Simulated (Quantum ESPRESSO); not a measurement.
```cif
data_H2O4Y2
_chemical_formula_sum 'H2 O4 Y2'
_space_group_name_H-M_alt 'P21/m'
_space_group_IT_number 11
_space_group_name_Hall '-P 2yb'
_cell_length_a 4.30115
_cell_length_b 3.63346
_cell_length_c 5.96139
_cell_angle_alpha 90.000
_cell_angle_beta 109.014
_cell_angle_gamma 90.000
loop_
_atom_site_label
_atom_site_type_symbol
_atom_site_symmetry_multiplicity
_atom_site_Wyckoff_symbol
_atom_site_fract_x
_atom_site_fract_y
_atom_site_fract_z
_atom_site_occupancy
H1 H 2 e 0.01746 0.25000 0.92025 1
O1 O 2 e 0.23380 0.25000 0.44889 1
O2 O 2 e 0.24857 0.25000 0.93790 1
Y1 Y 2 e 0.66824 0.25000 0.31079 1
```

The geometry is that of Materials Project entry mp-626151, symmetrised and not relaxed again.

Problem. What does LDA (pw.x of Quantum ESPRESSO, ONCV potentials, scalar-relativistic) give for the electronic structure near the Fermi level?

Solution. The LDA gap is indirect, 4.04 eV, from Y to Γ; the smallest direct gap is 4.10 eV. 

The structure is a Materials Project entry; no match was found in the copy of COD used, and its stability was not checked.
